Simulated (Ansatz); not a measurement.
Starting cell, MgS (rock salt):

```
CELL_PARAMETERS angstrom
      0.00000     5.20309     5.20309
      2.60155     0.00000     2.60155
      2.60155     2.60155     0.00000
ATOMIC_POSITIONS crystal
  S  0.00000 0.00000 0.00000
  S  0.50000 0.00000 0.00000
  Mg 0.25000 0.50000 0.50000
  Mg 0.75000 0.50000 0.50000
```

The atoms are displaced by Q × the pattern below (from a DFPT mode at L = (0.5, 0.0, 0.0), largest move 1; Q in Å), at fixed cell. (q is in reciprocal vectors of the primitive cell; the cell shown is doubled to hold the pattern.)

```
atom       x       y       z
----  ------  ------  ------
Mg3   -0.577   0.577   0.577
Mg4    0.577  -0.577  -0.577
```

Atoms not listed stay in place.

Level of theory: r2SCAN (plane waves to 500 eV, PAW, scalar-relativistic; Ansatz, a program for electronic structure). k mesh 11×11×11 (Γ-centred), Fermi-Dirac smearing 0.05 eV. The energy includes the smearing's −TS. MgS was relaxed with its symmetry unable to fall. The zero of ΔE is the undisplaced structure.

```tsv
Q (Å)	ΔE (meV/cell)
-0.1000	withheld
-0.0833	83.8
-0.0667	53.7
-0.0500	30.2
-0.0333	13.4
-0.0167	3.4
0.0000	0.0
0.0167	3.4
0.0333	13.4
0.0500	30.2
0.0667	53.7
0.0833	83.8
0.1000	withheld
```

Task: Fit an even polynomial form (powers 2, 4) to the given rows and predict ΔE at Q = -0.1000.

Result: Least squares on the 11 given rows: ΔE = (12080)·Q² + (89.70)·Q⁴, in meV/cell with Q in Å; root-mean-square residual 0.03 meV/cell. At -0.1000 the fit gives 120.8 meV/cell; the calculation gives 120.6 meV/cell, so the extrapolation is off by 0.2 (+0.2 %). The quadratic term alone would give 120.8 meV/cell.

(A displaced cell: forces are minus the slopes of the energy, force constants its curvatures, and phonons follow from these.)
